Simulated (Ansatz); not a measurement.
BeS (zinc blende) was relaxed and computed twice in Ansatz (plane waves, PAW), once with HSE06 and once with LDA.

|  | run 1 | run 2 |
|---|---|---|
| cell | a = b = c = 4.8525 Å, α = β = γ = 90.00° | a = 4.796 Å, b = 4.796 Å, c = 4.796 Å, α = 90.00°, β = 90.00°, γ = 90.00° |
| gap (eV) | 4.06 | 2.83 |
| B₀ by P(V) fit (GPa) | 99.0 | 102 |

**Question.** Which run used which functional?

**Answer.** Run 1 is HSE06, run 2 is LDA.

All cells were relaxed under the symmetry of their starts (and spin orders); stability against distortions was not tested throughout.

Potentials: the earlier of the program's two PAW sets. The files were generated under PBE; for other functionals the program regenerates the frozen cores, and for LDA and PBEsol the local potential too.

Ansatz (a first-principles code) is a plane-wave DFT program.
